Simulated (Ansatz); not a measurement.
Ga2Se3 (space group Cc)

```xyz
10
Lattice="3.3248 -5.8246 0.0000 3.3248 5.8246 0.0000 -2.1436 0.0000 6.2817" Properties=species:S:1:pos:R:3 pbc="T T T"
Ga     2.4437    -2.9287     3.1721
Ga     3.5155     2.9287     0.0313
Ga     2.2507     0.9987     3.1484
Ga     3.3225    -0.9987     0.0076
Se     2.5569     0.9073     5.5856
Se     3.6287    -0.9073     2.4447
Se     0.0870     0.9591     2.2505
Se    -0.9848    -0.9591     5.3913
Se     3.4121     3.0621     2.4747
Se     2.3403    -3.0621     5.6155
```

The slice is a (100) plane (indices of the conventional cell) through the point (0.903, 0.377, 0.894) (fractional), spanned by u = [001] and v = [1 -1 0] in vectors of this cell: u (6.64 Å) and v (11.65 Å, at 90° to u). It covers one period; positions are fractions (u, v).

The numbers are results of PBEsol (plane waves to 420 eV, PAW, scalar-relativistic; Ansatz, a first-principles code), not measurements. k mesh 6×6×6. Inside the PAW spheres the values are not all-electron values, and peaks at nuclei hang on which shells count as valence. Ga2Se3 was relaxed with its symmetry unable to fall.

Three fields on this plane, each scaled to ten steps between its own extremes (0 low, 9 high; the total valence density on a logarithmic scale, the potential cut 8 eV below its top; x marks points blanked near nuclei; v = 0 in the bottom row):

Map A
```
|xxx3210002xxxx21xx|
|xx212211003xx7208x|
|510343222003541026|
|0147632xxxx1110001|
|14xx931xxxxx110000|
|15xx920xxxxx211100|
|1379721xxxxx221111|
|20255227xxx1332244|
|xx12322331036522xx|
|xxx211111138x721xx|
|xxx21100015xxx20xx|
|xxx11000013xx831xx|
|xx122000111366325x|
|003641038710232222|
|14xx721xxxxx221110|
|2xxxx21xxxxx321000|
|1xxxx21xxxxx420000|
|01xx422xxxxx310000|
|31011124xxx2100013|
|xx10001222110001xx|
|xxx000011100000xxx|
|xxx100011000001xxx|
|xx20001111000015xx|
|xx00012332000014xx|
|2000014xxxx0000233|
|000001xxxxx2000111|
|000001xxxxxx100011|
|100000xxxxx4000011|
|2110001xxxx1000123|
|xx320001220012124x|
|xxx31000001xxx22xx|
|xxx4200001xxxx21xx|
```

Map B
```
|xxx7410246xxxx79xx|
|xx974223578xx7679x|
|998644568998654568|
|6777667xxxx9642235|
|56xx779xxxxx631013|
|56xx789xxxxx731013|
|6777679xxxxx631235|
|99865579xxx8643468|
|xx96434678876557xx|
|xxx631134677x779xx|
|xxx73101356xxx89xx|
|xxx63102356xx779xx|
|xx964234577776579x|
|888754578998643467|
|68xx767xxxxx742235|
|6xxxx89xxxxx741023|
|6xxxx89xxxxx841124|
|78xx768xxxxx732356|
|99875568xxx8533689|
|xx86423577753358xx|
|xxx631023432136xxx|
|xxx630011210036xxx|
|xx95201344321259xx|
|xx74224688642137xx|
|7642147xxxx7422467|
|331026xxxxx9520123|
|210036xxxxxx630001|
|442136xxxxx9631124|
|8763358xxxx8643467|
|xx963357899875569x|
|xxx74234678xxx78xx|
|xxx8411246xxxx89xx|
```

Map C
```
|xxx1688762xxxx00xx|
|xx036776530xx0330x|
|002346530000135651|
|4200132xxxx0467776|
|40xx010xxxxx367887|
|40xx000xxxxx267876|
|3100020xxxxx367765|
|00123530xxx0456630|
|xx04666410001342xx|
|xxx367775400x020xx|
|xxx26887640xxx00xx|
|xxx36788740xx010xx|
|xx045777642001430x|
|000025640001356641|
|30xx023xxxxx367775|
|2xxxx00xxxxx168876|
|2xxxx00xxxxx078886|
|30xx021xxxxx379875|
|00013540xxx0688720|
|xx05677532478981xx|
|xxx688888889996xxx|
|xxx699988999995xxx|
|xx07998878899960xx|
|xx59997412589983xx|
|4689972xxxx5899753|
|899996xxxxx0799988|
|999995xxxxxx689988|
|789996xxxxx0688887|
|0268983xxxx1567752|
|xx068974000002440x|
|xxx27987630xxx10xx|
|xxx0788862xxxx00xx|
```

Problem. Assign the maps to these fields: density of the lowest conduction band (whole band as if filled, smooth part); valence electron density; electrostatic potential energy of an electron, from the cell's mean.

Solution. A is the density of the lowest conduction band (whole band as if filled, smooth part); B is the valence electron density; C is the electrostatic potential energy of an electron, from the cell's mean.
